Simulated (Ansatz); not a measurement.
A geometry of Ge2Sb2Te5 away from equilibrium: the start of the relaxation of a generated trial cell of Ge2Sb2Te5 in the Ge2Sb2Te5-Kooi structure type. The numbers are results of PBEsol (plane waves to 420 eV, PAW, scalar-relativistic; Ansatz, an electronic-structure program), not measurements. Γ-centred k-mesh 6×6×2 on the run's cell (coarser than for final values), Fermi–Dirac smearing 0.05 eV.

```xyz
9
Lattice="4.2200 0.0000 0.0000 -2.1100 3.6546 0.0000 0.0000 0.0000 17.2400" Properties=species:S:1:pos:R:3:forces:R:3 pbc="T T T" free_energy=-55832.199 pressure_GPa=-1.2
Te     0.0000     0.0000     0.0000    0.0000    0.0000    0.0000
Ge     2.1100     1.2182     1.8274    0.0000    0.0000   -0.2881
Ge     0.0000     2.4364    15.4126    0.0000    0.0000    0.2881
Te     0.0000     2.4364     3.5342    0.0000    0.0000   -0.4202
Te     2.1100     1.2182    13.7058    0.0000    0.0000    0.4202
Sb     0.0000     0.0000     5.4651    0.0000    0.0000    0.6214
Sb     0.0000     0.0000    11.7749    0.0000    0.0000   -0.6214
Te     2.1100     1.2182     7.2580    0.0000    0.0000   -0.4012
Te     0.0000     2.4364     9.9820    0.0000    0.0000    0.4012
```

Positions in Å, forces in eV/Å, free energy of the cell in eV (comparable only within this code, potentials and settings). Largest force: 0.62 eV/Å, on Sb6, Sb7 (atoms numbered as listed); the geometry lies 0.01 eV/atom above the end of its relaxation.

No spin polarisation in the result.

The run could not lose the symmetry of its start.

The first start was generated by placing the elements on the sites of a structure type. Materials Project lists a structure of Ge2Sb2Te5 in the same space group, P-3m1 (No. 164); the sites were not compared with it, nor with measured phases.
